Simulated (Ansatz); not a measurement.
This guess for HoGeF4 is about to be relaxed.

```
Ho Ge F
1.0
     0.00000    3.66674    3.66674
     3.66674    0.00000    3.66674
     3.66674    3.66674    0.00000
Ho Ge F
1 1 4
Cartesian
  0.0000 0.0000 0.0000
  1.8334 1.8334 1.8334
  4.5834 2.7501 2.7501
  4.5834 4.5834 4.5834
  2.7501 4.5834 2.7501
  2.7501 2.7501 4.5834
```

These are results of DFT PBE, scalar-relativistic, plane waves, PAW, and for the lanthanide a 4f-in-core norm-conserving potential, in Ansatz, not measurements. Cutoff 690 eV, Gaussian smearing, Γ-centred meshes. Cell and atoms relax first on a coarse mesh and then on a finer one. In between, the cell is made exact in the group found at 0.06 Å. In metals the finer mesh still leaves noise of several meV/atom or more. The steps can't lower the symmetry of their start. No spin polarisation.

A guess keeps its type if space group and coordination stay and the shape of the cell changes little (axis ratios within about 15 %, angles within 6°); the volume may change.

**Question.** Does it keep its structure type, or change into something else?

**Answer.** It keeps its type. The symmetry stays F-43m (No. 216). The volume per atom shrinks by 22.4 %, from 16.4 to 12.8 Å³. The shortest distance goes from 2.59 Å (F–F) to 2.37 Å (F–F). Counting neighbours within 15 % of an atom's shortest distance, the start has F 6, Ge 16, Ho 16 and the end F 6, Ge 16, Ho 16.

Energies over the elements count from the elements' standard structures at the same level (F₂ as a molecule), with no fitted energy shifts.

**Question.** At what energy does it end?

**Answer.** −1.45 eV/atom.

The last run used a 10×10×10 mesh for its 6-atom cell and Gaussian smearing of 0.10 eV. An odd number of valence electrons (the lanthanide is held trivalent, its 4f shell in the core) allows no gap without spin; another valence of the lanthanide, a larger cell or a magnetic state could open one. The cell is a metal run without spin; a magnetic state may lie lower. Symmetry constrained the relaxation, so the result can be a saddle point. Another cell of HoGeF4 relaxed alike, in Cmmm, lies 1.40 eV/atom lower, so this cell isn't the stable form at this level.

The lanthanide is trivalent by construction, without f bands, f moments or other valences. The reference runs of the other elements, and any phases without the lanthanide, used 420 eV, which shifts energies against them by under 10 meV/atom. The lanthanide's reference is the lowest of its hcp, dhcp and fcc cells.
